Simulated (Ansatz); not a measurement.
NaCoO2:
```cif
data_Co3Na3O6
_chemical_formula_sum 'Na3 Co3 O6'
_space_group_name_H-M_alt 'R-3m :H'
_space_group_IT_number 166
_space_group_name_Hall '-R 3 2"'
_cell_length_a 2.88971
_cell_length_b 2.88971
_cell_length_c 15.36563
_cell_angle_alpha 90.000
_cell_angle_beta 90.000
_cell_angle_gamma 120.000
loop_
_atom_site_label
_atom_site_type_symbol
_atom_site_symmetry_multiplicity
_atom_site_Wyckoff_symbol
_atom_site_fract_x
_atom_site_fract_y
_atom_site_fract_z
_atom_site_occupancy
Na1 Na 3 a 0.00000 0.00000 0.00000 1
Co1 Co 3 b 0.00000 0.00000 0.50000 1
O1 O 6 c 0.00000 0.00000 0.22915 1
```
(The calculation used a cell of 4 atoms; values per cell refer to that cell.)

Relaxed with PBEsol. Plane-wave PAW PBEsol (Ansatz code) gives a gap of 0.84 eV.

### Question
What gap does HSE06 give on the same cell (Ansatz, PAW)?

### Answer
4.08 eV, 3.24 eV more. The hybrid was solved on a coarser mesh and at special points; the gap given is the minimum over both.

| k | v1 PBEsol | c1 PBEsol | v1 HSE06 | c1 HSE06 |
|---|---|---|---|---|
| Γ | -0.19 | 2.00 | ? | ? |
| T | -0.08 | 2.04 | ? | ? |
| L | -0.42 | 1.41 | -0.77 | 4.67 |
| F | -0.43 | 1.54 | -0.86 | 4.83 |
| S0 | -0.32 | 1.36 | ? | ? |
| H0 | -0.30 | 1.36 | ? | ? |

### Question
Top valence (v1) and lowest conduction level (c1) in eV from each method's valence maximum (which need not be a listed point): supply the withheld HSE06 values.

### Answer

- S0, v1 HSE06: -0.64
- S0, c1 HSE06: 4.69
- Γ, v1 HSE06: -0.43
- Γ, c1 HSE06: 5.20
- H0, v1 HSE06: -0.60
- H0, c1 HSE06: 4.70
- T, v1 HSE06: -0.19
- T, c1 HSE06: 5.25

Cost on shared cores: the PBEsol run (SCF on a 11×11×11 mesh, then bands and DOS) about 30 core-seconds (a rough figure), the HSE06 run (SCF on 8×8×8, then a few points) very roughly 6 core-minutes; the tasks are unlike.

The workflow started from a Materials Project entry (that database holds measured and hypothetical structures alike); the Crystallography Open Database copy checked does not list it. Whether it is the stable phase at ambient conditions was not checked. The cell was relaxed with PBEsol under the symmetry of its start; whether a distortion lowers the energy is not shown. No spin polarisation was allowed. No Hubbard U is applied.

Potentials: the later of the program's two PAW sets.
